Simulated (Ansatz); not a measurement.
Te:
Space group C2/m (No. 12); a = 7.640 Å, b = 4.301 Å, c = 5.978 Å, α = γ = 90.00°, β = 90.95°

| atom | site | symmetry | x | y | z |
|---|---|---|---|---|---|
| Te | 4i | m | 0.3094 | 0.0000 | 0.3388 |
| Te | 2a | 2/m | 0.0000 | 0.0000 | 0.0000 |
(The calculation used a cell of 3 atoms; values per cell refer to that cell.)

Relaxed with r²SCAN.

Q: Which orbitals make up the states near the Fermi level in r²SCAN (plane waves, PAW; program Ansatz)?

A: Within 0.5 eV of the Fermi level: Te 5p 92 %, Te 5s 5 %. Projections are on Löwdin-orthogonalised atomic valence shells; empty p or d shells of many metals are not among them.

Q: Tabulate the density of states.

A: States/eV per cell of 3 atoms, in 0.25 eV bins, energy from the Fermi level.

```
E (eV)  total  Te 5p  Te 5s
------  -----  -----  -----
-7.85    0.00   0.00   0.00
-7.60    0.00   0.00   0.00
-7.35    0.00   0.00   0.00
-7.10    0.00   0.00   0.00
-6.85    0.00   0.00   0.00
-6.60    0.00   0.00   0.00
-6.35    0.00   0.00   0.00
-6.10    0.37   0.37   0.00
-5.85    0.87   0.85   0.01
-5.60    1.20   1.18   0.02
-5.35    1.58   1.54   0.03
-5.10    2.17   2.12   0.04
-4.85    2.63   2.56   0.06
-4.60    2.68   2.60   0.07
-4.35    2.11   2.03   0.07
-4.10    2.75   2.65   0.08
-3.85    2.96   2.83   0.11
-3.60    2.26   2.15   0.10
-3.35    1.92   1.81   0.10
-3.10    2.02   1.90   0.10
-2.85    2.19   2.05   0.12
-2.60    1.96   1.83   0.11
-2.35    1.83   1.70   0.11
-2.10    2.03   1.89   0.12
-1.85    2.21   2.05   0.13
-1.60    2.08   1.92   0.12
-1.35    2.03   1.88   0.12
-1.10    2.04   1.89   0.12
-0.85    2.21   2.04   0.13
-0.60    2.08   1.92   0.12
-0.35    1.45   1.34   0.08
-0.10    0.39   0.36   0.02
0.15     0.42   0.39   0.02
0.40     1.78   1.64   0.08
0.65     2.58   2.39   0.10
0.90     2.32   2.16   0.08
1.15     2.10   1.96   0.06
1.40     2.31   2.18   0.05
1.65     2.32   2.19   0.04
1.90     2.18   2.05   0.03
2.15     2.03   1.91   0.03
2.40     1.93   1.82   0.02
2.65     1.57   1.47   0.01
2.90     1.12   0.91   0.01
3.15     1.09   0.73   0.01
3.40     0.98   0.50   0.00
3.65     0.91   0.31   0.00
3.90     0.85   0.07   0.00
4.15     1.06   0.04   0.00
4.40     1.38   0.04   0.00
4.65     1.34   0.03   0.00
```

The first step of the workflow began from a Materials Project structure, measured or hypothetical; the Crystallography Open Database copy checked does not list it. It is not the phase usual at ambient conditions (space group No. 152). Symmetry was held in the r²SCAN relaxation. At this level the phase is dynamically unstable (imaginary phonons). Spin–orbit coupling is left out wherever it is not named.

Potentials: the later of the program's two PAW sets.
